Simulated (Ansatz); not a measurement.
InP:
```
CELL_PARAMETERS angstrom
      3.88415     0.00000     0.00000
     -1.94207     3.36377     0.00000
      0.00000     0.00000     6.61377
ATOMIC_POSITIONS crystal
  In 0.00000 0.00000 0.00000
  In 0.00000 0.00000 0.50000
  P  0.33333 0.66667 0.25000
  P  0.66667 0.33333 0.75000
```

Relaxed with PBE. Special points in fractions of this cell's reciprocal vectors: Γ (0.000, 0.000, 0.000); M (0.500, 0.000, 0.000); K (0.333, 0.333, 0.000); A (0.000, 0.000, 0.500); L (0.500, 0.000, 0.500); H (0.333, 0.333, 0.500).

Question: List the band energies nearest the Fermi level at these points for plane-wave PAW PBE with spin–orbit coupling (Ansatz code).

Answer: In eV from the Fermi level; about four levels below and three above (degenerate sets whole), none deeper than 8.9 eV; points with the same levels are listed once.

```
k                    below                above
-  -----------------------  -------------------
Γ  -0.36 -0.36 -0.27 -0.27  0.03 0.03 0.26 0.26
M  -3.47 -3.47 -2.16 -2.16  0.13 0.13 1.31 1.31
K  -2.48 -2.48 -2.36 -2.36  4.75 4.75 5.51 5.51
A  -0.04 -0.04 -0.04 -0.04  0.04 0.04 0.04 0.04
L  -1.30 -1.30 -1.30 -1.30  0.20 0.20 0.20 0.20
H  -0.32 -0.32 -0.32 -0.32  1.40 1.40 1.40 1.40
```

Space group P6_3/mmc (NiAs type). The start of the workflow was typed in or built on a structure type; neither database checked (COD, Materials Project) lists it. It is not the phase usual at ambient conditions (space group No. 216). The cell was relaxed with PBE under the symmetry of its start; whether a distortion lowers the energy is not shown.

Potentials: the later of the program's two PAW sets.
